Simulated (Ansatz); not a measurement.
Zn₃GaNO₃:
```cif
data_GaNO3Zn3
_chemical_formula_sum 'Ga1 N1 Zn3 O3'
_space_group_name_H-M_alt 'P3m1'
_space_group_IT_number 156
_space_group_name_Hall 'P 3 -2"'
_cell_length_a 3.25343
_cell_length_b 3.25343
_cell_length_c 10.36913
_cell_angle_alpha 90.000
_cell_angle_beta 90.000
_cell_angle_gamma 120.000
loop_
_atom_site_label
_atom_site_type_symbol
_atom_site_symmetry_multiplicity
_atom_site_Wyckoff_symbol
_atom_site_fract_x
_atom_site_fract_y
_atom_site_fract_z
_atom_site_occupancy
Ga1 Ga 1 b 0.33333 0.66667 0.01271 1
N1 N 1 b 0.33333 0.66667 0.18875 1
Zn1 Zn 1 c 0.66667 0.33333 0.24585 1
O1 O 1 c 0.66667 0.33333 0.44452 1
Zn2 Zn 1 b 0.33333 0.66667 0.49177 1
O2 O 1 b 0.33333 0.66667 0.69114 1
Zn3 Zn 1 c 0.66667 0.33333 0.73657 1
O3 O 1 c 0.66667 0.33333 0.93839 1
```

Relaxed at zero pressure with the program Ansatz at the PBEsol level (PAW).

The volume is lowered by 9 % and shape and atoms relax at that volume. What pressure results, and how do the axes share the change?

15.9 GPa; a -1.9 %, b -1.9 %, c -5.4 %; the energy rises by 50 meV/atom.

Give the new structure.


Space group P3m1 (No. 156); a = 3.1908 Å, b = 3.1908 Å, c = 9.8100 Å, α = 90.00°, β = 90.00°, γ = 120.00°

```tsv
atom	site	symmetry	x	y	z
Ga	1b	3m.	0.3333	0.6667	0.0087
N	1b	3m.	0.3333	0.6667	0.1922
Zn	1c	3m.	0.6667	0.3333	0.2465
O	1c	3m.	0.6667	0.3333	0.4505
Zn	1b	3m.	0.3333	0.6667	0.4894
O	1b	3m.	0.3333	0.6667	0.6946
Zn	1c	3m.	0.6667	0.3333	0.7311
O	1c	3m.	0.6667	0.3333	0.9366
```

The phase is kept; no other phase was compared at this pressure.

The start of the workflow was typed in or built on a structure type; neither database checked (COD, Materials Project) lists it. Whether it is the stable phase at ambient conditions was not checked. Symmetry was held in the PBEsol relaxation; its stability against distortions is not shown here.

Potentials: the earlier of the program's two PAW sets. The files were generated under PBE; for other functionals the program regenerates the frozen cores, and for LDA and PBEsol the local potential too.
